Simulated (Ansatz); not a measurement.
Consider the following.

SnMo$_{2}$C:
```cif
data_C2Mo4Sn2
_chemical_formula_sum 'Sn2 Mo4 C2'
_space_group_name_H-M_alt 'P63/mmc'
_space_group_IT_number 194
_space_group_name_Hall '-P 6c 2c'
_cell_length_a 3.19158
_cell_length_b 3.19158
_cell_length_c 13.51519
_cell_angle_alpha 90.000
_cell_angle_beta 90.000
_cell_angle_gamma 120.000
loop_
_atom_site_label
_atom_site_type_symbol
_atom_site_symmetry_multiplicity
_atom_site_Wyckoff_symbol
_atom_site_fract_x
_atom_site_fract_y
_atom_site_fract_z
_atom_site_occupancy
Sn1 Sn 2 d 0.66667 0.33333 0.25000 1
Mo1 Mo 4 f 0.33333 0.66667 0.08046 1
C1 C 2 a 0.00000 0.00000 0.00000 1
```

This is the PBE-relaxed structure.

Task: All from PBE in the plane-wave PAW code Ansatz, unless another level is named. Predict the electronic character.

Result: metallic (no gap).

Task: Next, the formation energy from the elements (no fitted shifts)?

Result: 0.009 eV/atom.

Task: What about the density of states at the Fermi level?

Result: 0.71 states/eV per atom (mean over ±0.08 eV).

Task: Next, the gap with spin–orbit coupling?

Result: none (metallic).

Space group P6_3/mmc. The start of the workflow was typed in or built on a structure type; neither database checked (COD, Materials Project) lists it. Its standing as an ambient phase is unchecked. Symmetry was held in the PBE relaxation; its stability against distortions is not shown here. No spin polarisation was allowed. The references are the lowest solids computed at this level, not always the standard phases. Spin–orbit coupling is left out wherever it is not named.

Potentials: the earlier of the program's two PAW sets.
